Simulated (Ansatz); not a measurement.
# CsPbCl$_{3}$: computed property card

CsPbCl$_{3}$:
Space group R32, hexagonal axes (No. 155); a = b = 7.7927 Å, c = 9.5729 Å, α = β = 90.00°, γ = 120.00°

| atom | site | symmetry | x | y | z |
|---|---|---|---|---|---|
| Cs | 3b | 32 | 0.0000 | 0.0000 | 0.5000 |
| Pb | 3a | 32 | 0.0000 | 0.0000 | 0.0000 |
| Cl | 9e | .2 | 0.4867 | 0.4867 | 0.5000 |
(The calculation used a cell of 5 atoms; values per cell refer to that cell.)

Space group R32 (No. 155); conventional cell a = 7.793 Å, b = 7.793 Å, c = 9.573 Å, α = 90.00°, β = 90.00°, γ = 120.00°.

Method: DFT-LDA in the program Ansatz with PAW potentials. The cell and atoms are relaxed at this level. Other levels are named where they apply.

### Cell and energy

```
Quantity                                                        Value
-----------------------------------------------------  --------------
Volume per atom                                              33.56 Å³
Density                                                    4.42 g/cm³
Formation energy from the elements (no fitted shifts)  -1475 meV/atom
```

### Electronic structure

```
Item                                                                              Value
-----------------------  --------------------------------------------------------------
Band gap                                          1.55 eV (smallest direct gap 1.56 eV)
Valence-band maximum                                                               at T
Conduction-band minimum  on the Γ–T line, 96 % of the way from Γ (2 equivalent valleys)
Electron effective mass                          0.27, 0.27, 0.29 mₑ (principal values)
Hole effective mass                                                 0.15 mₑ (isotropic)
```

### Mechanics

```
Quantity                               Value
----------------------------------  --------
Bulk modulus (Birch–Murnaghan fit)  292 kbar
Pressure derivative B′                   4.3
```

### Phonons

```
Property                                                                      Value
--------------------------------------------------  -------------------------------
Highest zone-centre frequency (without LO–TO term)                         166 cm⁻¹
Zone-centre stability                               unstable, softest mode 25i cm⁻¹
```

The first step of the workflow began from a Materials Project structure, measured or hypothetical; the Crystallography Open Database copy checked does not list it. COD files the formula under space group No. 221. Its standing as an ambient phase is unchecked. The cell was relaxed with LDA under the symmetry of its start; phonons show weakly imaginary modes. The references are the lowest solids computed at this level, not always the standard phases (solids in place of the gases). Scalar-relativistic: spin–orbit coupling is off unless named, which matters more the heavier the elements.

Potentials: the later of the program's two PAW sets.
